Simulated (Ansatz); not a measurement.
## C: computed property card

C:
```xyz
36
Lattice="2.5158 0.0000 0.0000 -1.2579 2.1787 0.0000 0.0000 0.0000 37.0586" Properties=species:S:1:pos:R:3 pbc="T T T"
C      0.0000     0.0000    28.5768
C      0.0000     1.4525    29.0942
C      0.0000     1.4525    30.6346
C      1.2579     0.7262    31.1488
C      1.2579     0.7262    32.6903
C      0.0000     0.0000    33.2043
C      0.0000     0.0000    34.7460
C      0.0000     1.4525    35.2599
C      0.0000     1.4525    36.8016
C      1.2579     0.7262     0.2570
C      1.2579     0.7262     1.7987
C      0.0000     0.0000     2.3127
C      0.0000     0.0000     3.8543
C      0.0000     1.4525     4.3683
C      0.0000     1.4525     5.9098
C      1.2579     0.7262     6.4240
C      1.2579     0.7262     7.9644
C      0.0000     0.0000     8.4818
C      0.0000     0.0000    10.0475
C      1.2579     0.7262    10.5649
C      1.2579     0.7262    12.1053
C      0.0000     1.4525    12.6195
C      0.0000     1.4525    14.1610
C      0.0000     0.0000    14.6750
C      0.0000     0.0000    16.2166
C      1.2579     0.7262    16.7306
C      1.2579     0.7262    18.2723
C      0.0000     1.4525    18.7863
C      0.0000     1.4525    20.3280
C      0.0000     0.0000    20.8420
C      0.0000     0.0000    22.3836
C      1.2579     0.7262    22.8976
C      1.2579     0.7262    24.4391
C      0.0000     1.4525    24.9533
C      0.0000     1.4525    26.4937
C      0.0000     0.0000    27.0111
```

Space group P6_3/mmc (No. 194); conventional cell a = b = 2.5158 Å, c = 37.0586 Å, α = β = 90.00°, γ = 120.00°.

Method: DFT-r²SCAN in the program Ansatz with PAW potentials. The cell and atoms are relaxed at this level. Other levels are named where they apply.

Cell and energy:

Volume per atom: 5.64 Å³
Density: 3.53 g/cm³

Electronic structure:

* **Band gap**: 4.46 eV (indirect)
* **Valence-band maximum**: at Γ
* **Conduction-band minimum**: on the Γ–M line, 72 % of the way from Γ (6 equivalent valleys)
* **Smallest direct gap on the standard path**: 5.81 eV
* **Electron effective mass**: 0.26, 0.64, 1.2 mₑ (principal values)
* **Hole effective mass, band 1 of 2 at the edge**: 0.79 along x, 0.66 along z (mₑ)
* **Hole effective mass, band 2 of 2 at the edge**: 0.26 along x, 0.66 along z (mₑ)
* **HSE06 gap on the r²SCAN cell**: 5.40 eV

Mechanics:

- Bulk modulus (Birch–Murnaghan fit): 450 GPa
- Pressure derivative B′: 3.7
- Elastic constants (relaxed ions, GPa): C11 = 1200, C12 = 93.4, C13 = 53.7, C33 = 1250, C44 = 521
- Mechanical stability: stable (all eigenvalues of C positive)
- Hill bulk and shear moduli: 451 and 549 GPa
- Young's modulus: 1170 GPa
- Poisson's ratio: 0.07
- Debye temperature from the elastic constants: 2270 K

The start of the workflow was typed in or built on a structure type. Its sites differ from those of the usual phase in this space group: another stacking or structure type. The r²SCAN relaxation kept the symmetry of its start; whether a distortion lowers the energy is not shown.

Potentials: the later of the program's two PAW sets.
